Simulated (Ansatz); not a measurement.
CaGe₂Pd₂:
```cif
data_Ca2Ge4Pd4
_chemical_formula_sum 'Ca2 Ge4 Pd4'
_space_group_name_H-M_alt 'I4/mmm'
_space_group_IT_number 139
_space_group_name_Hall '-I 4 2'
_cell_length_a 4.29591
_cell_length_b 4.29591
_cell_length_c 10.15987
_cell_angle_alpha 90.000
_cell_angle_beta 90.000
_cell_angle_gamma 90.000
loop_
_atom_site_label
_atom_site_type_symbol
_atom_site_symmetry_multiplicity
_atom_site_Wyckoff_symbol
_atom_site_fract_x
_atom_site_fract_y
_atom_site_fract_z
_atom_site_occupancy
Ca1 Ca 2 a 0.00000 0.00000 0.00000 1
Ge1 Ge 4 e 0.00000 0.00000 0.37637 1
Pd1 Pd 4 d 0.00000 0.50000 0.25000 1
```
(The calculation used a cell of 5 atoms; values per cell refer to that cell.)

Relaxed with r²SCAN.

### Question
Which orbitals make up the states near the Fermi level in plane-wave PAW r²SCAN (Ansatz code)?

### Answer
Within 0.5 eV of the Fermi level: Ge 4p 51 %, Pd 4d 30 %, outside the projected shells 13 %. Projections are on Löwdin-orthogonalised atomic valence shells; empty p or d shells of many metals are not among them.

### Question
Tabulate the density of states.

### Answer
States/eV per cell of 5 atoms, in 0.25 eV bins, energy from the Fermi level.

```
E (eV)  total  Pd 4d  Ge 4p  Ge 4s
------  -----  -----  -----  -----
-7.85    0.00   0.00   0.00   0.00
-7.60    0.00   0.00   0.00   0.00
-7.35    0.00   0.00   0.00   0.00
-7.10    0.00   0.00   0.00   0.00
-6.85    0.00   0.00   0.00   0.00
-6.60    0.00   0.00   0.00   0.00
-6.35    0.00   0.00   0.00   0.00
-6.10    0.00   0.00   0.00   0.00
-5.85    0.44   0.23   0.20   0.00
-5.60    3.03   1.48   1.38   0.01
-5.35    3.62   1.77   1.61   0.01
-5.10    4.36   2.42   1.69   0.02
-4.85    5.29   3.51   1.63   0.01
-4.60    5.57   3.95   1.52   0.00
-4.35    3.48   2.73   0.69   0.00
-4.10   10.14   7.97   1.90   0.10
-3.85    9.13   7.49   1.29   0.14
-3.60    6.36   5.18   0.91   0.10
-3.35    7.35   6.23   0.84   0.11
-3.10   10.28   9.24   0.73   0.12
-2.85    9.25   8.09   0.87   0.12
-2.60    5.04   3.79   0.98   0.11
-2.35    1.78   1.16   0.47   0.06
-2.10    1.35   0.77   0.42   0.07
-1.85    1.09   0.52   0.42   0.07
-1.60    1.58   0.64   0.65   0.15
-1.35    2.66   1.01   1.09   0.27
-1.10    1.93   0.72   0.86   0.15
-0.85    2.80   1.19   1.25   0.11
-0.60    2.30   0.87   1.09   0.09
-0.35    2.84   0.97   1.42   0.10
-0.10    2.58   0.78   1.32   0.10
0.15     2.40   0.66   1.26   0.10
0.40     2.12   0.53   1.09   0.11
0.65     1.81   0.40   0.92   0.10
0.90     1.53   0.30   0.77   0.08
1.15     1.52   0.27   0.77   0.07
1.40     1.34   0.23   0.69   0.05
1.65     1.26   0.20   0.64   0.04
1.90     1.04   0.14   0.49   0.03
2.15     0.90   0.11   0.41   0.02
2.40     0.73   0.09   0.34   0.02
2.65     1.79   0.14   0.62   0.17
2.90     2.55   0.17   0.80   0.24
3.15     2.14   0.12   0.63   0.18
3.40     2.01   0.09   0.42   0.13
3.65     2.47   0.11   0.34   0.18
3.90     4.36   0.14   0.36   0.21
4.15     5.40   0.15   0.39   0.17
4.40     5.22   0.11   0.37   0.13
4.65     6.44   0.12   0.48   0.10
```

The first step of the workflow began from a Materials Project structure, measured or hypothetical; the Crystallography Open Database copy checked does not list it. Its standing as an ambient phase is unchecked. The cell was relaxed with r²SCAN under the symmetry of its start; whether a distortion lowers the energy is not shown. No spin polarisation was allowed. Scalar-relativistic: spin–orbit coupling is off unless named, which matters more the heavier the elements.

Potentials: the later of the program's two PAW sets.
